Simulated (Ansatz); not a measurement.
Ga$_{2}$S$_{3}$ (space group Cc)

```yaml
crystal:
  lattice:
    - [5.56123, -3.19646, 0.00000]
    - [5.56123, 3.19646, 0.00000]
    - [-3.60990, 0.00000, 6.00209]
  atoms:
    - { symbol: Ga, position: [0.73045, 0.86409, 0.38063] }
    - { symbol: Ga, position: [0.86409, 0.73045, 0.88063] }
    - { symbol: Ga, position: [0.35969, 0.55317, 0.37164] }
    - { symbol: Ga, position: [0.55317, 0.35969, 0.87164] }
    - { symbol: S, position: [0.75564, 0.56305, 0.49492] }
    - { symbol: S, position: [0.56305, 0.75564, 0.99492] }
    - { symbol: S, position: [0.40616, 0.23895, 0.48686] }
    - { symbol: S, position: [0.23895, 0.40616, 0.98686] }
    - { symbol: S, position: [0.91690, 0.08989, 0.01695] }
    - { symbol: S, position: [0.08989, 0.91690, 0.51695] }
```

The volume is varied about the relaxed value V₀ at fixed cell shape. The atoms relax within the cell's symmetry.

Computed with PBEsol (plane waves to 420 eV, PAW, scalar-relativistic; Ansatz, a quantum-chemistry and plane-wave program). k mesh 6×6×6 (Γ-centred), Fermi-Dirac smearing 0.05 eV. E stands for the smeared free energy. Stress and pressure are positive under compression. Ga2S3 was relaxed with its symmetry unable to fall. The zero of ΔE is the relaxed starting cell.

```tsv
V (Å³/cell)	ΔE (meV/atom)	P (GPa)
200.59	___	2.64
203.79	___	1.88
206.99	2.3	1.19
210.19	0.6	0.56
213.39	0.0	0.00
216.59	0.5	-0.52
219.79	2.1	-1.00
222.99	4.5	-1.44
226.19	___	-1.84
```

### Question
Some entries are withheld; supply them.

### Answer

- 200.59, ΔE (meV/atom): 9.9
- 203.79, ΔE (meV/atom): 5.4
- 226.19, ΔE (meV/atom): 7.8

(A scan under strain: stresses follow from slopes of the energy per volume, elastic moduli from its curvatures.)
